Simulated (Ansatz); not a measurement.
MgS, DFT, PBEsol, all-electron LAPW, scalar-relativistic (Ansatz 0.2.0), run on 1 thread of Intel(R) Xeon(R) 6975P-C (Granite Rapids) on a shared host.

The cell is COD entry 9008672, as deposited and not checked against the literature; nothing was relaxed. The listed cell was then made from it by scaling, straining or moving an atom.

Command: `ansatz run input.yaml --threads 1 --pin off --max-ram 3072MiB --backend cpu --events-out ev --progress --plain --runs-dir out`

```yaml
crystal:
  lattice:
    - [-0.052033, 2.5756335, 2.5756335]
    - [2.5756335, -0.052033, 2.5756335]
    - [2.5756335, 2.5756335, -0.052033]
  atoms:
    - { symbol: Mg, position: [0.0, 0.0, 0.0] }
    - { symbol: S, position: [0.5, 0.5, 0.5] }
kpoints:
  mp_grid: { grid: [10, 10, 10] }
  band_path:
    path:
      - [0.0, 0.0, 0.0]
      - [0.5, 0.5, 0.5]
      - [0.2551801333, 0.5, 0.7448198667]
      - [-0.2551801333, 0.2551801333, 0.5]
      - [0.0, 0.0, 0.5]
      - [0.0, 0.0, 0.0]
      - [-0.3775900666, 0.0, 0.3775900666]
      - [0.0, 0.3775900666, 0.6224099334]
      - [0.0, 0.5, 0.5]
    npoints: 5
scf:
  occupations: { method: fermi_dirac, width: 0.03 }
hamiltonian:
  xc: pbesol
  pseudopotentials: { kind: all_electron, lapw: { basis_error: 0.00025 } }
output:
  forces: true
  stress: true
  eigenvalues: true
```

**Question.** How large is the problem that the program sets up?

**Answer.** 116 irreducible k-points, 259 plane waves at Γ, 16 bands.

**Question.** Estimate the wall time and the peak memory.

**Answer.** 7.5 s of wall time for 6 SCF iterations, with a peak of 0.41 GiB. Times on shared machines scatter by tens of per cent.
